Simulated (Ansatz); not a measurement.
MgCd3 (space group P6_3/mmc)

```
MgCd3
1.0
    6.26456     0.00000     0.00000
   -3.13228     5.42527     0.00000
    0.00000     0.00000     4.94385
Mg Cd
2 6
Direct
  0.66667   0.33333   0.75000
  0.33333   0.66667   0.25000
  0.66582   0.83291   0.75000
  0.33418   0.16709   0.25000
  0.83291   0.66582   0.25000
  0.16709   0.33418   0.75000
  0.16709   0.83291   0.75000
  0.83291   0.16709   0.25000
```

The slice is a (-1 1 0 0) plane (indices of the conventional cell) through the point (0.667, 0.333, 0.750) (fractional), spanned by u = [001] and v = [110] in vectors of this cell: u (4.94 Å) and v (6.26 Å, at 90° to u). It covers one period; positions are fractions (u, v).

Level of theory: r2SCAN (plane waves to 500 eV, PAW, scalar-relativistic; Ansatz, a first-principles code). k mesh 9×9×10. Inside the PAW spheres the values are not all-electron values, and peaks at nuclei hang on which shells count as valence. MgCd3 was relaxed with its symmetry unable to fall.

Predict the map of the electron localisation function (ELF) on the slice.


```
|xxxx==  ++##****++****##++  ==xx|
|**==  ..****==------==****..  ==|
|    ..++**++----------++**++..  |
|++++**##++==--==++==--==++##**++|
|********++----++++++----++******|
|----==++++----==++==----++++==--|
|++==----====----------====----==|
|@@%%**--==++++======++++==--**%%|
|xxxx%%==--**##******##**--==%%xx|
|xxxx@@++--**%%%%%%%%%%**--++@@xx|
|xxxx%%==--**##******##**--==%%xx|
|@@%%**--==++++======++++==--**%%|
|++==----====----------====----==|
|----==++++----==++==----++++==--|
|********++----++++++----++******|
|++++**##++==--==++==--==++##**++|
|    ..++**++----------++**++..  |
|**==  ..****==------==****..  ==|
|xxxx==  ++##****++****##++  ==xx|
|xxxx**  ==%%##########%%==  **xx|
```
Scale: ten equal steps from 0.03 (start of ' ') to 0.50 (end of '@'), in the order ' .:-=+*#%@'. Values: electron localisation function (ELF). The map has 16 points along u (two characters each, u = 0 at the left) and 20 along v (v = 0 in the bottom row). Points within 0.5 Å of a nucleus are blanked (x), as the pseudised field means little there.
